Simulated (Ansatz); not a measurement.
Slab of diamond Si (110), 2 layers

The slab is cut from the diamond crystal, the stable phase, as relaxed on PAW files (20.47 Å³/atom), with 16 Å of vacuum and a dipole correction:

```
Si
1.0
     3.86854    0.00000    0.00000
     0.00000    5.47094    0.00000
     0.00000    0.00000   17.93430
Si
4
Direct
  0.00000 0.37500 0.44607
  0.50000 0.12500 0.44607
  0.50000 0.87500 0.55393
  0.00000 0.62500 0.55393
```

All numbers are PBE results (scalar-relativistic) from Ansatz 0.2.0, with a Γ-centred 8×6×1 k mesh, Fermi–Dirac smearing of 0.02 eV, no spin polarisation. Methods: LAPW: all electrons, basis error target 1 meV/atom; PAW: frozen-core files, cutoff 420 eV.

The bulk energy comes from a cell in the slab's orientation on a 8×6×8 mesh. The surface energy is (E(slab) − N·E(bulk))/2A at zero smearing, the mean of both faces; thin slabs carry quantum-size effects.

Real surfaces of this kind reconstruct, which a 1×1 cell forbids.

Q: As cut, the LAPW slab lies 3.671 eV above 4 atoms of bulk. What surface energy is that?

A: Over two faces of 21.16 Å² it is 86.7 meV/Å², and times 16.02 J/m² per eV/Å² that gives γ = 1.389 J/m².

Q: What do relaxation and the other method give, and what work function comes out?

A: 

```
method  γ as cut (J/m²)  γ relaxed (J/m²)  Φ as cut (eV)  Φ relaxed (eV)
  LAPW            1.389             1.339           4.54            4.58
   PAW            1.389             1.339           4.54            4.57
```

Q: How do the spacings between the planes relax?

A: From the bottom face up: d12 -10.8 % of 1.934 Å.

Q: What changes if the vacuum is set to 11 Å?

A: LAPW then gives: no gap, work function 4.58 eV; PAW: no gap, work function 4.57 eV. The program warns that the vacuum is too thin.
